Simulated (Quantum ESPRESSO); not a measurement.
**Kohn-Sham bands of WO3 (ReO3 type)**

```yaml
crystal:
  lattice:
    - [3.80620, 0.00000, 0.00000]
    - [0.00000, 3.80620, 0.00000]
    - [0.00000, 0.00000, 3.80620]
  atoms:
    - { symbol: W, position: [0.00000, 0.00000, 0.00000] }
    - { symbol: O, position: [0.00000, 0.00000, 0.50000] }
    - { symbol: O, position: [0.50000, 0.00000, 0.00000] }
    - { symbol: O, position: [0.00000, 0.50000, 0.00000] }
```

Structure: Materials Project mp-19390, symmetrised, not relaxed again. Not found in the COD (Crystallography Open Database) copy used, which has the formula in other groups; not checked further. Method: PBEsol plane waves in Quantum ESPRESSO 7.5 (PseudoDojo norm-conserving files, 68 Ry, no spin polarisation, no spin-orbit coupling), Bloch states on a 8×8×8 mesh through Γ, Wannier90 4.0.1. Density: 8×8×8 mesh, cold smearing 0.01 Ry. Spin-orbit coupling is left out although heavy elements are present.

Energies are relative to the valence-band maximum; weights are on the orthonormalised atomic waves of the pseudopotential files, averaged over the group. 32 electrons a cell are treated as valence.

```
bands  from (eV)  to (eV)  filling  weight on atomic waves
-----  ---------  -------  -------  ----------------------
1         -74.78   -74.77   filled              (withheld)
2–4       -39.04   -38.96   filled              (withheld)
5–7       -18.32   -16.19   filled              (withheld)
8–16       -7.17     0.00   filled              (withheld)
```

Task: Which atomic shells make up each group?

Result: 
- 1, weight on atomic waves: W 5s 97 %
- 2–4, weight on atomic waves: W 5p 97 %
- 5–7, weight on atomic waves: O 2s 82 %, W 5d 10 %, W 6s 5 %
- 8–16, weight on atomic waves: O 2p 80 %, W 5d 17 %

The Kohn-Sham gap over both meshes and the path is 0.59 eV.
